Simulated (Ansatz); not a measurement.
Property card for Ti4H

Method: DFT PBE, scalar-relativistic, plane waves, PAW in Ansatz 0.2.0.

Settings: cutoff 420 eV, Γ-centred mesh 12×12×12 on the computed 5-atom cell, Gaussian smearing of 0.10 eV; no spin polarisation.

The structure is relaxed at this level of theory with its symmetry kept, and needn't be the ground state of this composition.

Space group I4/mmm (No. 139), tetragonal, a = 4.138 Å, c = 8.286 Å. Ti on a site of symmetry 4mm is surrounded by 1 H at 2.08 Å and 12 Ti at 2.92–2.93 Å; Ti on a site of symmetry mmm has 2 H at 2.07 Å and 12 Ti at 2.92–2.93 Å; H has 6 Ti at 2.07–2.08 Å.

```json
{
 "Volume per atom": "14.19 Å³",
 "Formation energy from the elements' standard states (uncorrected)": "-0.086 eV/atom",
 "Kohn–Sham band gap": "none (metal)",
 "Density of states at the Fermi level": "6.9 states/eV per cell",
 "Orbital (Löwdin) character within 0.5 eV of the Fermi level": "Ti 3d 88 %, unprojected 7 %",
 "Bader charge by site (e)": "Ti (2 in the cell) 0.18, Ti (2 in the cell) 0.20, H (1 in the cell) -0.76"
}
```

Spin polarisation was left out, and a magnetic state may lie lower.

The cell was found from a structure generator's guess, not taken from experiment. Löwdin shares on free-atom orbitals overweight diffuse shells.
